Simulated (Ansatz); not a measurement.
The relaxed structure here is a generated cell of PbS: the first start was made by placing the elements on the sites of a structure type, and the end was not matched to a known phase here, so it may be hypothetical. Known forms of PbS include space group No. 225.

The end point of a relaxation of PbS. Method: r2SCAN (plane waves to 500 eV, PAW, scalar-relativistic; Ansatz, a first-principles code).

```xyz
4
Lattice="-2.0615 2.0615 6.0848 2.0615 -2.0615 6.0848 2.0615 2.0615 -6.0848" Properties=species:S:1:pos:R:3 pbc="T T T"
Pb     0.0000     2.0615     3.0424
Pb     0.0000     0.0000     0.0000
S      0.0000     0.0000     6.0848
S      2.0615     0.0000     3.0424
```

### Question
Find the space group and the Wyckoff positions (tolerance 0.01 Å).

### Answer
Space group I4₁/amd, origin choice 1 (No. 141); a = b = 4.123 Å, c = 12.170 Å, α = β = γ = 90.00°

```csv
atom,site,symmetry,x,y,z
Pb,4a,-4m2,0.0000,0.0000,0.0000
S,4b,-4m2,0.0000,0.0000,0.5000
```

This is the AFLOW prototype AB_tI8_141_a_b ("40", as in NbP).

### Question
Give the shortest distances between elements (the closest pairs, up to four, under 3.6 Å).

### Answer
Pb–S 2.92 Å.

The volume per atom comes out as 25.86 Å³ and the band gap is no clear gap: the sampled points leave 0.02 eV away from the symmetry points, which may be a band crossing missed between them. The smallest direct gap comes out as 0.24 eV at k = (0.1818, -0.3636, 0.3636).

No spin polarisation in the result. Without spin-orbit coupling the bands of the heavy element are not split, so the gap can be far off.

The run could not lower the symmetry of its start; a shaken copy of this end point relaxes with r2SCAN to Fm-3m (No. 225), 0.36 eV/atom lower.
